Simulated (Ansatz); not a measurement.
AsRu:
```yaml
crystal:
  lattice:
    - [3.07912, 0.00000, 0.00000]
    - [0.00000, 3.07912, 0.00000]
    - [0.00000, 0.00000, 3.07912]
  atoms:
    - { symbol: Ru, position: [0.00000, 0.00000, 0.00000] }
    - { symbol: As, position: [0.50000, 0.50000, 0.50000] }
```

Relaxed with PBE. Special points in fractions of this cell's reciprocal vectors: Γ (0.000, 0.000, 0.000); X (0.000, 0.500, 0.000); M (0.500, 0.500, 0.000); R (0.500, 0.500, 0.500).

Problem. List the band energies nearest the Fermi level at these points for the program Ansatz at the PBE with spin–orbit coupling level (PAW).

Solution. In eV from the Fermi level; about four levels below and three above (degenerate sets whole), none deeper than 8.9 eV; points with the same levels are listed once.

```csv
k,below,above
Γ,-0.95 -0.95 -0.11 -0.11,0.38 0.38 0.38 0.38
X,-3.50 -3.50 -0.92 -0.92,0.30 0.30 5.12 5.12
M,-2.20 -2.20 -0.05 -0.05,0.23 0.23 2.67 2.67
R,-7.05 -7.05 -7.05 -7.05,0.17 0.17 0.17 0.17
```

Space group Pm-3m (CsCl type). The cell is a constructed one: a structure type filled with these elements; neither database checked (COD, Materials Project) lists it. Whether it is the stable phase at ambient conditions was not checked. The PBE relaxation kept the symmetry of its start; whether a distortion lowers the energy is not shown. No spin polarisation was allowed.

Potentials: the earlier of the program's two PAW sets.
